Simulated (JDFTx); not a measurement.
System: bicarbonate, CHO3 (SMILES O=C([O-])O), charge -1, multiplicity 1; geometry: a GFN2-xTB minimum in vacuum (one conformer, no imaginary frequency past 20 cm⁻¹; largest PBE force component 2.2 eV/Å). Z-matrix (Å, degrees):
```
C
O 1 1.2188
O 1 1.2292 2 132.20
O 1 1.4568 2 114.33 3 180.00
H 4 0.9645 1 105.00 2 -179.99
```

All numbers are PBE, GBRV ultrasoft potentials, plane waves to 20/100 Ha results from a modified build of JDFTx, not measurements. Liquid: CANDLE, water, 1 M NaF. The liquid run sits in a periodic box with 5 Å from the outermost atoms to the faces; the vacuum run is isolated. The solvation energy is E(in liquid) − E(vacuum) at fixed geometry, with no thermal, conformational or standard-state terms added.

In vacuum PBE puts this anion's highest level above zero (0.1 eV), so the vacuum reference depends somewhat on the box. The geometry is far from a PBE minimum, which enters the values. Single-ion values refer to zero potential in the bulk liquid, with no surface-potential term, and depend on the box by about 0.1 eV.

```json
{
 "solvation_energy": "-78 kcal/mol",
 "highest occupied level in the liquid (zero: bulk electrolyte)": "-6.51 eV",
 "volume of the model's cavity": "123.3 Å³",
 "rough_cost_vacuum_and_liquid_run": "3 min and 3 min of core time"
}
```
